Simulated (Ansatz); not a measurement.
**Property card for SiGe**

SiGe:
```xyz
4
Lattice="3.9198 0.0000 0.0000 0.0000 3.9257 0.0000 0.0000 0.0000 5.5342" Properties=species:S:1:pos:R:3 pbc="T T T"
Si     2.9399     0.0000     4.8714
Si     0.9800     0.0000     0.6628
Ge     0.9800     1.9628     2.0430
Ge     2.9399     1.9628     3.4912
```

Space group Pmma (No. 51); conventional cell a = 3.920 Å, b = 3.926 Å, c = 5.534 Å, α = β = γ = 90.00°.

Method: PBEsol in the plane-wave PAW code Ansatz. Structure relaxed to zero pressure with the same functional. Other levels are named where they apply.

### Cell and energy

- Volume per atom: 21.29 Å³
- Density: 3.93 g/cm³
- Formation energy from the elements (no fitted shifts): 0.013 eV/atom

### Electronic structure

Band gap: 0.27 eV (indirect)
Valence-band maximum: at Γ
Conduction-band minimum: on the S–Y line, 5 % of the way from S (k = 0.477, -0.500, 0.000) (2 equivalent valleys)
Smallest direct gap on the standard path: 0.48 eV
Electron effective mass: 0.30, 0.42, 0.62 mₑ (principal values)
Electron effective mass with spin–orbit coupling: 0.30, 0.41, 0.62 mₑ (principal values)
Weight of the conduction-edge state by species (Voronoi cells): Ge 50 %, Si 50 %
Hole effective mass: 0.058, 0.23, 2.0 mₑ (principal values)
Hole effective mass with spin–orbit coupling: 0.071, 0.22, 0.24 mₑ (principal values)
Weight of the valence-edge state by species (Voronoi cells): Ge 57 %, Si 43 %
HSE06 gap on the PBEsol cell: 0.90 eV
Gap with spin–orbit coupling: 0.23 eV

### Mechanics

- Bulk modulus (Birch–Murnaghan fit) = 81.0 GPa
- Pressure derivative B′ = 4.5
- Elastic constants (relaxed ions, GPa) = C11 = 165, C22 = 165, C33 = 136, C12 = 26.8, C13 = 52.5, C23 = 53.9, C44 = 67.8, C55 = 67.9, C66 = 42.2
- Mechanical stability = stable (all eigenvalues of C positive)
- Hill bulk and shear moduli = 81.3 and 56.1 GPa
- Young's modulus = 137 GPa
- Poisson's ratio = 0.22
- Debye temperature from the elastic constants = 449 K

### Phonons

* **Highest zone-centre frequency (without LO–TO term)**: 480 cm⁻¹
* **Zone-centre stability**: no imaginary mode at Γ

The start of the workflow was typed in or built on a structure type; neither database checked (COD, Materials Project) lists it. Its standing as an ambient phase is unchecked. The cell was relaxed with PBEsol under the symmetry of its start. The references are the lowest solids computed at this level, not always the standard phases. Spin–orbit coupling is left out wherever it is not named.

Potentials: the later of the program's two PAW sets.
